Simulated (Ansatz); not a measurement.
**TaSnO3: a vibration from a frozen displacement**

Level of theory: Ansatz 0.2.0, DFT r2SCAN, scalar-relativistic, plane waves, PAW. The runs took a 500 eV cutoff, a Γ-centred 12×12×12 mesh and Gaussian smearing (0.15 eV). Spin–orbit coupling is left out, which matters for the heavy elements here. No spin polarisation. Energies are free energies at this smearing, counted from the undisturbed cell; pressure is positive in compression.

The undisturbed cell (as given, not relaxed at this level; it stands at 32.5 GPa, and it needn't be the usual structure):

```
CELL_PARAMETERS angstrom
3.88000 0.00000 0.00000
0.00000 3.88000 0.00000
0.00000 0.00000 3.88000
ATOMIC_POSITIONS crystal
Ta 0.50000 0.50000 0.50000
Sn 0.00000 0.00000 0.00000
O 0.00000 0.50000 0.50000
O 0.50000 0.00000 0.50000
O 0.50000 0.50000 0.00000
```

Every O atom is moved by x along the Cartesian unit vector (-1.000, 0.000, 0.000); the cell and all other atoms stay fixed. The cell's volume is 58.41 Å³; the moved atoms weigh 47.997 u together and the others 299.658 u. Some rows repeat others by symmetry and weren't run.

```
  x (Å)  ΔE (meV/cell) total force on the moved atoms along the move (eV/Å) pressure (GPa)
-0.2000         474.34                                                4.6384         37.8392
-0.1750         364.32                                                4.1506         36.5632
-0.1500         267.60                                                3.5732         35.4647
-0.1000         119.53                                                2.3648         33.8184
-0.0500          30.20                                                1.2031         32.8338
 0.0000           0.00                                                0.0000         32.5027
 0.0500          30.20                                               -1.2031         32.8338
 0.1000         119.53                                               -2.3648         33.8184
 0.1500         267.60                                               -3.5732         35.4647
 0.1750         364.32                                               -4.1506         36.5632
 0.2000         474.34                                               -4.6384         37.8392
```

Task: What frequency belongs to this motion?

Result: The force constant is k = −dF/dx = 24.062 eV/Å², from the parabola through x = -0.0500, 0 and 0.0500. In every cell the moved atoms swing against the rest, so the mass is μ = m₁m₂/(m₁ + m₂) = 41.371 u, and ν̃ = 521.5 cm⁻¹ × √(|k|/μ) = 398 cm⁻¹, at this cell's pressure of 32.5 GPa. The pattern needn't be a normal mode: ν̃² is then a weighted mean of the squared nonzero frequencies at the zone centre of this cell, so it lies between the lowest and the highest of them.

Task: How far does the harmonic law reach?

Result: At x = -0.200 Å, kx²/2 = 481.24 meV against the computed 474.34 meV (-1.4 %): the well is still close to harmonic there.

Task: The pressure changes with x². What does that say about the frequency under compression?

Result: With E = k(V)x²/2, k ∝ V^(−2γ) and x scaling with the cell as V^(1/3), P − P0 = −∂E/∂V = (2γ − 2/3) ΔE/V. At x = 0.1000 Å, V(P − P0) = 58.41 × 1.31570 / 160.2 eV = 479.67 meV and ΔE = 119.53 meV, so γ = 1/3 + V(P − P0)/(2ΔE) = 2.34. This is the Grüneisen parameter of the motion under uniform scaling of the cell: shrinking the cell evenly by 1 % in volume raises the frequency by about 2.34 %.

No gap shows at this level, though a semilocal functional can close a small gap that the real compound has; without a gap these slopes depend on the k mesh and the smearing.

Many cubic perovskites lower their energy by tilts or polar distortions; a scan of this one displacement doesn't rule them out.